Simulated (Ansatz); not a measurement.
This cell of InSb (zinc blende) is off equilibrium:

```xyz
4
Lattice="0.0000 6.6346 6.6346 3.3173 0.0000 3.3173 3.3173 3.3173 0.0000" Properties=species:S:1:pos:R:3 pbc="T T T"
Sb     4.9577     4.9942     4.9942
Sb     4.9942     8.2750     8.2750
In     0.0192    -0.0192    -0.0192
In     3.2981     3.3365     6.6538
```

Calculation: PBE (plane waves to 420 eV, PAW, scalar-relativistic; Ansatz, a program for electronic structure). k mesh 6×12×12 (Γ-centred), Fermi-Dirac smearing 0.05 eV. Stress and pressure are positive under compression. With partly filled bands, energies and forces of such displacements shift with the k mesh and the smearing. At this level the bands of InSb touch or barely overlap; measurements give the solid a gap. InSb was relaxed with its symmetry unable to fall. Spin-orbit coupling is left out, though Sb is heavy.

Problem. Predict the force on every atom, in eV/Å.

Solution. 
```
atom      Fx      Fy      Fz
----  ------  ------  ------
Sb1    0.155  -0.155  -0.155
Sb2   -0.191   0.191   0.191
In3   -0.155   0.155   0.155
In4    0.191  -0.191  -0.191
```

(For displaced atoms, the force is minus the slope of the energy, and its curvature is a force constant, which sets phonon frequencies.)
